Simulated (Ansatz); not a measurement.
**TiO$_{2}$: computed property card**

TiO$_{2}$:
```yaml
crystal:
  lattice:
    - [5.55318, 0.00000, 0.00000]
    - [-2.77659, 4.80920, 0.00000]
    - [0.00000, 0.00000, 6.04977]
  atoms:
    - { symbol: Ti, position: [0.53485, 0.53485, 0.00000] }
    - { symbol: Ti, position: [0.46515, 0.00000, 0.33333] }
    - { symbol: Ti, position: [0.00000, 0.46515, 0.66667] }
    - { symbol: O, position: [0.41852, 0.27344, 0.21506] }
    - { symbol: O, position: [0.72656, 0.14508, 0.54840] }
    - { symbol: O, position: [0.85492, 0.58148, 0.88173] }
    - { symbol: O, position: [0.27344, 0.41852, 0.78494] }
    - { symbol: O, position: [0.14508, 0.72656, 0.45160] }
    - { symbol: O, position: [0.58148, 0.85492, 0.11827] }
```

Space group P3_121 (No. 152); conventional cell a = b = 5.553 Å, c = 6.050 Å, α = β = 90.00°, γ = 120.00°.

Method: plane-wave PAW r²SCAN (Ansatz code). Geometry: relaxed at this level of theory. Other levels are named where they apply.

### Cell and energy

- Volume per atom: 17.95 Å³
- Density: 2.46 g/cm³
- Formation energy from the elements (no fitted shifts): -305 kJ/mol of atoms

### Electronic structure

Band gap: 4.06 eV (direct)
Valence-band maximum: at A
Conduction-band minimum: at A
Electron effective mass: 1.1, 1.8, 1.8 mₑ (principal values)
Hole effective mass: 1.1, 3.2, 3.2 mₑ (principal values)
HSE06 gap on the r²SCAN cell: 5.24 eV

### Mechanics

* **Bulk modulus (Birch–Murnaghan fit)**: 80 kbar
* **Pressure derivative B′**: 6.1
* **Elastic constants (relaxed ions, GPa)**: C11 = 25.5, C12 = 2.2, C13 = -4.2, C14 = -8.2, C33 = 28.0, C44 = 13.1
* **Mechanical stability**: stable (all eigenvalues of C positive)
* **Hill bulk and shear moduli**: 7.4 and 10.5 GPa
* **Young's modulus**: 21.4 GPa
* **Poisson's ratio**: 0.02
* **Debye temperature from the elastic constants**: 255 K
* **Piezoelectric stress constants (proper, relaxed ions, C/m²)**: e14 = 0.06, e25 = -0.06

### Dielectric response

Electronic dielectric constant ε∞ (DFPT): 3.49 (xx = yy), 3.61 (zz)
Static dielectric constant ε0 (ions relaxed, cell fixed): 7.78 (xx = yy), 8.45 (zz)
Born charges (a third of the trace): Ti +4.89, O -2.44 e

### Phonons

- Highest zone-centre frequency (without LO–TO term) = 960 cm⁻¹
- Zone-centre stability = no imaginary mode at Γ
- Dynamical stability on the path = unstable, down to 62i cm⁻¹

### Charges

Bader charges: Ti +2.30, O -1.15 e

The first step of the workflow began from a Materials Project structure, measured or hypothetical; the Crystallography Open Database files this formula in space group No. 152, but the cells were not matched. It is not the phase usual at ambient conditions (space group No. 61, 136, 141). Symmetry was held in the r²SCAN relaxation. The run is not spin-polarised. Signs of piezoelectric constants follow the polarity of the cell as given. The references are the lowest solids computed at this level, not always the standard phases (solids in place of the gases).

Potentials: the earlier of the program's two PAW sets. The files were generated under PBE; for other functionals the program regenerates the frozen cores, and for LDA and PBEsol the local potential too.
